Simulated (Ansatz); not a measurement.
Cell and atoms are relaxed with the symmetry kept. Start:

Space group Fd-3m:1 (No. 227). a = 7.122 Å, b = 7.122 Å, c = 7.122 Å, α = 90.00°, β = 90.00°, γ = 90.00°
```
atom site symmetry x y z
   Y    8b      -43m  0.0000  0.0000  0.5000
  Mn   16c      .-3m  0.1250  0.1250  0.1250
```

Computed with Ansatz 0.2.0, DFT PBEsol, scalar-relativistic, plane waves, PAW.

Cutoff 420 eV; k points 10×10×10 on the computed 6-atom cell (Γ-centred); Gaussian smearing, width 0.10 eV; collinear spin from starting moments 0 0 0.45 0.45 0.45 0.45 μB.

Task: What does it relax to?

Result: The volume decreases by 0.02 Å³/atom to 15.04 Å³/atom, and the energy changes by under 0.1 meV/atom. The cell ends with a moment of 0.97 μB (only this magnetic start was tried). Final structure:
```cif
data_structure
_symmetry_space_group_name_H-M 'Fd-3m:1'
_symmetry_Int_Tables_number 227
_cell_length_a 7.1196
_cell_length_b 7.1196
_cell_length_c 7.1196
_cell_angle_alpha 90.000
_cell_angle_beta 90.000
_cell_angle_gamma 90.000
_cell_volume 360.89
loop_
_atom_site_label
_atom_site_type_symbol
_atom_site_symmetry_multiplicity
_atom_site_Wyckoff_symbol
_atom_site_fract_x
_atom_site_fract_y
_atom_site_fract_z
_atom_site_occupancy
Y1 Y 8 b 0.00000 0.00000 0.50000 1
Mn1 Mn 16 c 0.12500 0.12500 0.12500 1
```

Cost: 1 run of about 1.8 core-minutes, on Arm Neoverse V2 (shared hosts).